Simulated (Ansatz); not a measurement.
One crystal and one scan (scan of one atom of the cell) at two levels, PBE (plane waves to 420 eV, PAW, scalar-relativistic; Ansatz, a program for electronic structure) and r2SCAN (plane waves to 500 eV, PAW, scalar-relativistic; Ansatz), each from its own relaxed cell and on its own mesh.

The crystal is InAs (zinc blende); one In atom of a 2-atom cell moves by s along Cartesian [111], with its periodic images.

The energy includes the smearing's −TS. InAs was relaxed with its symmetry unable to fall. (PBE) Left out: 1 of 11 points, with atoms too close for the PAW data. (r2SCAN) Left out: 1 of 11 points, with atoms too close for the PAW data. As the smearing reaches across the gap at some points, energies and forces of such displacements shift with the k mesh and the smearing. With partly filled bands, energies and forces of such displacements shift with the k mesh and the smearing.

```json
[
 {"quantity": "Lattice constant a (Å)", "run 1": "6.109", "run 2": "6.186"},
 {"quantity": "Force constant k = d²E/ds² at s = 0 (finite differences) (eV/Å²)", "run 1": "7.32", "run 2": "6.63"},
 {"quantity": "Zone-centre optical wavenumber from k (cm⁻¹)", "run 1": "210", "run 2": "199"}
]
```

**Question.** Which run is which level?

**Answer.** Run 2 is PBE, run 1 is r2SCAN. PBE gives the higher value for: lattice constant a. PBE gives the lower value for: force constant k = d²E/ds² at s = 0; zone-centre optical wavenumber from k. (PBE) At this level the bands of InAs touch or barely overlap; measurements give the solid a gap. Both give the same shape of the curve: a single well with its minimum at or next to zero displacement. Neither level is exact: the differences show how much the result hangs on the functional.

(For displaced atoms, the force is minus the slope of the energy, and its curvature is a force constant, which sets phonon frequencies.)
